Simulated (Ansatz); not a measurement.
Ir:
```xyz
1
Lattice="2.5522 0.0000 0.0000 0.0000 2.5522 0.0000 0.0000 0.0000 2.5522" Properties=species:S:1:pos:R:3 pbc="T T T"
Ir     0.0000     0.0000     0.0000
```

Relaxed with r²SCAN. Special points in fractions of this cell's reciprocal vectors: Γ (0.000, 0.000, 0.000); X (0.000, 0.500, 0.000); M (0.500, 0.500, 0.000); R (0.500, 0.500, 0.500).

Problem. List the band energies nearest the Fermi level at these points for r²SCAN (plane waves, PAW; program Ansatz).

Solution. In eV from the Fermi level; about four levels below and three above (degenerate sets whole), none deeper than 8.9 eV; … stands for higher levels left out; points with the same levels are listed once.

| k | below | above |
|---|---|---|
| Γ | -6.35 -6.35 | … |
| X | -5.58 -1.55 -1.55 -0.75 | … |
| M | -6.75 -4.98 -1.00 -1.00 | 3.62 … |
| R | -5.48 -5.48 -5.48 | 3.83 3.83 … |

Space group Pm-3m (simple cubic). A made-up cell: these elements were put on the sites of a structure type; neither database checked (COD, Materials Project) lists it. It is not the phase usual at ambient conditions (space group No. 225). Symmetry was held in the r²SCAN relaxation; its stability against distortions is not shown here. No spin polarisation was allowed. Scalar-relativistic: spin–orbit coupling is off unless named, which matters more the heavier the elements.

Potentials: the earlier of the program's two PAW sets.
